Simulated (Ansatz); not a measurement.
# CaTeI3: relaxation step by step

Recipe of this trial structure of CaTeI3: random cell by space group and Wyckoff sites (P6mm, No. 183). Lengths were set from tabulated atomic sizes, so they are only a guess.

```
CELL_PARAMETERS angstrom
5.55665 0.00000 0.00000
-2.77832 4.81220 0.00000
0.00000 0.00000 7.50035
ATOMIC_POSITIONS crystal
Ca 0.00000 0.00000 0.13533
Te 0.00000 0.00000 0.78799
I 0.00000 0.00000 0.43215
I 0.33333 0.66667 0.20321
I 0.66667 0.33333 0.20321
```

The calculation used DFT PBE, scalar-relativistic, plane waves, PAW in Ansatz 0.2.0. Cutoff 420 eV, Gaussian smearing, Γ-centred meshes. Cell and atoms relax first on a coarse mesh and then on a finer one. In between, the cell is made exact in the group found at 0.06 Å. In metals the finer mesh still leaves noise of several meV/atom or more. The steps can't lower the symmetry of their start. No spin polarisation.

Steps on the 6×6×2 mesh (5 atoms, 12 steps). The free energy counts from the last step; some steps are skipped; the plane-wave basis is renewed at times, which shifts energy and pressure.

```csv
step,ΔF (meV/atom),V (Å³/atom),P (GPa),largest force component (eV/Å)
1,780.7,40.11,11.61,10.228
2,352.2,41.93,7.74,1.150
3,176.5,45.15,4.24,1.135
5,18.2,53.43,-0.03,0.194
6,14.6,53.06,0.04,0.064
7,14.0,53.22,-0.04,0.048
8,13.9,53.15,0.04,0.101
10,4.3,53.16,0.35,0.007
11,0.1,54.96,0.01,0.031
12,0.0,54.96,0.01,0.030
```

The relaxed structure, after a last relaxation on the converged mesh:

```yaml
crystal:
  lattice:
    - [5.86861, 0.00000, 0.00000]
    - [-2.93431, 5.08237, 0.00000]
    - [0.00000, 0.00000, 9.32275]
  atoms:
    - { symbol: Ca, position: [0.00000, 0.00000, 0.14389] }
    - { symbol: Te, position: [0.00000, 0.00000, 0.80071] }
    - { symbol: I, position: [0.00000, 0.00000, 0.51281] }
    - { symbol: I, position: [0.33333, 0.66667, 0.15224] }
    - { symbol: I, position: [0.66667, 0.33333, 0.15224] }
```

The symmetry stays P6mm (No. 183). The volume per atom grows by 38.6 %, from 40.1 to 55.6 Å³. The shortest distance goes from 2.23 Å (Ca–I) to 2.68 Å (Te–I). The ratio c/a of the conventional cell changes by a factor of 1.18. The energy falls by about 0.78 eV/atom (the start's value is from the coarse mesh). Ca is surrounded by 1 Te at 3.20 Å and 7 I at 3.39–3.44 Å; around Te lie 1 I at 2.68 Å and 1 Ca at 3.20 Å; I on a site of symmetry 6mm has 1 Te at 2.68 Å and 1 Ca at 3.44 Å; 1 more site not described.

```
Volume per atom                          : 55.61 Å³
Density                                  : 3.27 g/cm³
Formation energy                         : −0.36 eV/atom
Gap on the 6×6×4 mesh of the 5-atom cell : 0 eV (a metal)
```

Formation energies are uncorrected and refer to the elements' standard structures at the same level.

The last run used Gaussian smearing of 0.10 eV. Spin–orbit coupling, which can matter for I and Te, is left out. An odd number of electrons in the primitive cell allows no gap without spin; a larger cell or a magnetic state could open one. The cell is a metal run without spin; a magnetic state may lie lower. The reference forms of I and Te are held partly by dispersion forces, which this level lacks. A structure relaxed within its symmetry needn't be a true minimum. In all, the 3 runs took 6.7 min on 1 thread of Arm Neoverse V1 (shared host). Another cell of CaTeI3 relaxed alike, in R3m, lies 295 meV/atom lower, so this cell isn't the stable form at this level.
